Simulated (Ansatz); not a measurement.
Problem. Name crystals whose computed values (the program Ansatz at the r²SCAN level (PAW)) fall in these windows: Θ_D (K) 230 to 290; B₀ by P(V) fit (GPa) 50 to 63; gap (eV) 0.071 to 0.10.

Solution. 

```csv
crystal,Θ_D (K),B₀ by P(V) fit (GPa),gap (eV)
"InAs, zinc blende",248,57.2,0.08
```
Others may fit too.

The cell was relaxed under the symmetry of its start. Spin–orbit coupling is left out wherever it is not named.

Potentials: the later of the program's two PAW sets.
